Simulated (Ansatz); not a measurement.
AlGaAs2 in space group P-4m2 (No. 115; Ga on 1a, As on 2g, Al on 1c), the program Ansatz at the PBEsol level (PAW). The conduction-band minimum lies at Γ, with 1 equivalent valley. Second derivatives d²E/dk² of the lowest band at one valley (eV·Å²), along Cartesian directions:

```tsv
direction	d²E/dk²
[100]	110.0
[010]	110.0
[001]	71.17
[110]	110.3
[101]	90.50
[011]	90.50
```

Task: Find the principal effective masses, the density-of-states mass and the conductivity mass.

Result: Off-diagonal terms follow from H_xy = H[110] − (H_xx + H_yy)/2, and m*/mₑ = 7.620 eV·Å² over each eigenvalue: 0.069, 0.069, 0.11. One valley's DOS mass (m₁m₂m₃)^(1/3) = 0.080, conductivity mass 3/(Σ 1/mᵢ) = 0.079 mₑ.

Task: What effective density of states Nc follows at 300 K for parabolic valleys?

Result: Nc = 2.509e19 × 1 × (0.080)^(3/2) ≈ 5.7e17 cm⁻³.

Task: With the computed static dielectric constant 13.5 (mean of the diagonal), estimate a hydrogenic donor's binding energy and radius.

Result: E = 13.606 eV × 0.079/13.5² ≈ 5.9 meV; a = 0.529 Å × ε/m* ≈ 90 Å. Semilocal masses tend to be too small when the gap is underestimated.

The start of the workflow was typed in or built on a structure type; neither database checked (COD, Materials Project) lists it. Its standing as an ambient phase is unchecked. The cell was relaxed with PBEsol under the symmetry of its start; whether a distortion lowers the energy is not shown. Spin–orbit coupling is left out wherever it is not named.

Potentials: the earlier of the program's two PAW sets. The files were generated under PBE; for other functionals the program regenerates the frozen cores, and for LDA and PBEsol the local potential too.
